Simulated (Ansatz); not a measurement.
Here is the system:

AlNi:
```cif
data_AlNi
_chemical_formula_sum 'Al1 Ni1'
_space_group_name_H-M_alt 'P 1'
_space_group_IT_number 1
_cell_length_a 2.86297
_cell_length_b 2.86297
_cell_length_c 2.86403
_cell_angle_alpha 90.000
_cell_angle_beta 90.000
_cell_angle_gamma 90.000
loop_
_space_group_symop_operation_xyz
  'x, y, z'
loop_
_atom_site_label
_atom_site_type_symbol
_atom_site_fract_x
_atom_site_fract_y
_atom_site_fract_z
_atom_site_occupancy
Al1 Al 0.00000 0.00000 0.00000 1
Ni1 Ni 0.50000 0.50000 0.50000 1
```

This is the r²SCAN-relaxed structure.

All from DFT-r²SCAN in the program Ansatz with PAW potentials, unless another level is named. Estimate the density of states at the Fermi level.

0.40 states/eV per atom (mean over ±0.08 eV).

What about the formation energy from the elements (no fitted shifts)?

-65 kJ/mol-atom.

Space group Pm-3m (CsCl type). The cell was relaxed with r²SCAN under the symmetry of its start. No spin polarisation was allowed. The references are the lowest solids computed at this level, not always the standard phases.

Potentials: the later of the program's two PAW sets.
